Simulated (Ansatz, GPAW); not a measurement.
## One calculation of Ta3AsAu2O13, 3 ways

```
Ta As Au O
1.0
     5.24237    3.02668    4.14273
    -5.24237    3.02668    4.14273
     0.00000   -6.05337    4.14273
Ta As Au O
3 1 2 13
Cartesian
  -1.7887 1.0327 4.2854
  0.0000 -2.0655 4.2854
  1.7887 1.0327 4.2854
  0.0000 0.0000 6.9446
  0.0000 0.0000 12.0005
  0.0000 0.0000 9.3342
  -1.3566 0.7832 6.1532
  0.0000 -1.5665 6.1532
  1.3566 0.7832 6.1532
  2.5380 -0.6359 3.6068
  -0.7183 2.5159 3.6068
  -1.8197 -1.8800 3.6068
  1.8197 -1.8800 3.6068
  -2.5380 -0.6359 3.6068
  0.7183 2.5159 3.6068
  -3.3469 1.9323 4.0073
  0.0000 -3.8647 4.0073
  3.3469 1.9323 4.0073
  0.0000 0.0000 3.8329
```

The cell comes from a database or a generator and needn't be the stable form of this composition.

Alike in all runs: task electron localisation function; functional PBE; k mesh 4 × 4 × 4; occupations fermi-dirac, width 0.05 eV; no spin polarisation; no spin-orbit coupling. Pressure is positive in compression and, in plane waves, holds the error of the finite cutoff, which Ansatz's Pulay term estimates and takes out.

```tsv
program and potentials	plane-wave cutoff (eV)	notes	pressure (GPa)
Ansatz, Ansatz PAW	420	8.95 valence electrons an atom on average; Pulay term of +0.42 GPa included	0.01
GPAW, GPAW PAW data sets (gpaw-data 1.2.1)	800	7.58 valence electrons an atom on average	0.76
Ansatz, PAW datasets made for the crystal	580	10.32 valence electrons an atom on average	0.00
```

The pressure spans 0.00 (Ansatz, PAW datasets made for the crystal) to 0.76 GPa (GPAW, GPAW PAW data sets (gpaw-data 1.2.1)).

The functional is the same throughout but for its coding, so the spread measures potentials, basis and numerics; runs on potential files found faulty are left out.
